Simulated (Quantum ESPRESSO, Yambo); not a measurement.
## Levels of theory for the gap of CsPbBr3

CsPbBr3 (cubic perovskite, space group Pm-3m, No. 221): one geometry, one set of PBE (stringent potentials; pw.x of Quantum ESPRESSO, ONCV potentials, scalar-relativistic) orbitals, self-energies from Yambo (2×2×2 Γ-centred k mesh, bands 20 to 581 and a 12 Ry block in the screening, 581 bands in G with the Bruneval-Gonze terminator, plasmon pole fitted at 27.2 eV).

Cell and atoms were relaxed with PBEsol from Materials Project entry mp-600089, within its symmetry.

```json
[
 {"level": "PBE (Quantum ESPRESSO)", "gap R → R (eV)": "1.56", "rough Yambo cost": "–"},
 {"level": "exchange only (Hartree-Fock self-energy on PBE orbitals)", "gap R → R (eV)": "8.61", "rough Yambo cost": "about 1/50 (8 states)"},
 {"level": "static COHSEX@PBE", "gap R → R (eV)": "4.12", "rough Yambo cost": "about 1/3 (2 states)"},
 {"level": "G0W0@PBE, plasmon pole", "gap R → R (eV)": "3.38", "rough Yambo cost": "1 (8 states)"}
]
```

Bare exchange has no screening and gives the widest gap; static COHSEX screens it but leaves out the frequency dependence, which G0W0 restores.

Costs are rough ratios of core time on shared machines.

Nearest settings tried, and what they do to the gap: 310 bands in G: +4 meV; 310 bands in W, 310 bands in G: +7 meV; 7 Ry block (461 vectors against 1021): -105 meV. Not varied: mesh. So the settings aren't converged at that level. The k mesh is coarse.

Spin-orbit coupling is left out; with 6p states at a band edge it can lower the gap by many tenths of an eV, most of a small gap. The cell is held in this high symmetry; tilts and polar distortions were not searched.
